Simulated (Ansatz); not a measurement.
ScMo$_{3}$C:
```cif
data_CMo3Sc
_chemical_formula_sum 'Sc1 Mo3 C1'
_space_group_name_H-M_alt 'Pm-3m'
_space_group_IT_number 221
_space_group_name_Hall '-P 4 2 3'
_cell_length_a 4.21663
_cell_length_b 4.21663
_cell_length_c 4.21663
_cell_angle_alpha 90.000
_cell_angle_beta 90.000
_cell_angle_gamma 90.000
loop_
_atom_site_label
_atom_site_type_symbol
_atom_site_symmetry_multiplicity
_atom_site_Wyckoff_symbol
_atom_site_fract_x
_atom_site_fract_y
_atom_site_fract_z
_atom_site_occupancy
Sc1 Sc 1 a 0.00000 0.00000 0.00000 1
Mo1 Mo 3 c 0.00000 0.50000 0.50000 1
C1 C 1 b 0.50000 0.50000 0.50000 1
```

Relaxed with r²SCAN.

Which orbitals make up the states near the Fermi level in r²SCAN (plane waves, PAW; program Ansatz)?

Within 0.5 eV of the Fermi level: Mo 4d 72 %, Sc 3d 15 %. Projections are on Löwdin-orthogonalised atomic valence shells; empty p or d shells of many metals are not among them.

Tabulate the density of states.

States/eV per cell of 5 atoms, in 0.25 eV bins, energy from the Fermi level.

| E (eV) | total | Mo 4d | Sc 3d | C 2p |
|---|---|---|---|---|
| -7.85 | 0.00 | 0.00 | 0.00 | 0.00 |
| -7.60 | 0.00 | 0.00 | 0.00 | 0.00 |
| -7.35 | 0.00 | 0.00 | 0.00 | 0.00 |
| -7.10 | 0.03 | 0.01 | 0.00 | 0.01 |
| -6.85 | 0.57 | 0.28 | 0.01 | 0.23 |
| -6.60 | 1.10 | 0.50 | 0.02 | 0.47 |
| -6.35 | 1.89 | 0.80 | 0.02 | 0.85 |
| -6.10 | 2.11 | 0.83 | 0.02 | 0.97 |
| -5.85 | 2.10 | 0.76 | 0.02 | 0.97 |
| -5.60 | 1.99 | 0.70 | 0.02 | 0.83 |
| -5.35 | 2.05 | 0.71 | 0.02 | 0.76 |
| -5.10 | 2.34 | 0.80 | 0.02 | 0.77 |
| -4.85 | 1.39 | 0.62 | 0.02 | 0.58 |
| -4.60 | 1.94 | 0.90 | 0.02 | 0.75 |
| -4.35 | 2.72 | 1.30 | 0.04 | 0.93 |
| -4.10 | 2.84 | 1.46 | 0.08 | 0.83 |
| -3.85 | 4.39 | 2.61 | 0.24 | 0.84 |
| -3.60 | 3.20 | 2.04 | 0.16 | 0.17 |
| -3.35 | 3.59 | 2.41 | 0.28 | 0.09 |
| -3.10 | 3.10 | 2.19 | 0.29 | 0.12 |
| -2.85 | 3.14 | 2.31 | 0.30 | 0.14 |
| -2.60 | 3.24 | 2.42 | 0.33 | 0.11 |
| -2.35 | 5.98 | 4.48 | 0.52 | 0.28 |
| -2.10 | 9.40 | 7.05 | 0.59 | 1.03 |
| -1.85 | 4.84 | 3.79 | 0.36 | 0.40 |
| -1.60 | 3.17 | 2.56 | 0.33 | 0.06 |
| -1.35 | 3.62 | 2.79 | 0.53 | 0.05 |
| -1.10 | 5.31 | 4.26 | 0.64 | 0.08 |
| -0.85 | 4.70 | 3.57 | 0.60 | 0.12 |
| -0.60 | 4.58 | 3.27 | 0.64 | 0.14 |
| -0.35 | 3.76 | 2.60 | 0.49 | 0.09 |
| -0.10 | 3.28 | 2.37 | 0.38 | 0.04 |
| 0.15 | 4.11 | 3.06 | 0.60 | 0.06 |
| 0.40 | 6.56 | 4.68 | 1.27 | 0.09 |
| 0.65 | 7.54 | 6.13 | 0.91 | 0.09 |
| 0.90 | 4.08 | 3.55 | 0.36 | 0.03 |
| 1.15 | 2.47 | 2.23 | 0.14 | 0.01 |
| 1.40 | 1.27 | 1.16 | 0.07 | 0.01 |
| 1.65 | 0.95 | 0.89 | 0.04 | 0.00 |
| 1.90 | 0.92 | 0.86 | 0.04 | 0.00 |
| 2.15 | 1.79 | 1.08 | 0.55 | 0.09 |
| 2.40 | 3.57 | 1.48 | 1.52 | 0.33 |
| 2.65 | 4.78 | 2.45 | 1.63 | 0.45 |
| 2.90 | 3.73 | 2.00 | 1.31 | 0.25 |
| 3.15 | 8.00 | 2.77 | 4.46 | 0.34 |
| 3.40 | 8.40 | 3.50 | 4.05 | 0.30 |
| 3.65 | 6.04 | 2.80 | 2.37 | 0.32 |

The start of the workflow was typed in or built on a structure type; neither database checked (COD, Materials Project) lists it. Whether it is the stable phase at ambient conditions was not checked. The r²SCAN relaxation kept the symmetry of its start; whether a distortion lowers the energy is not shown. The run is not spin-polarised. Spin–orbit coupling is left out wherever it is not named.

Potentials: the later of the program's two PAW sets.
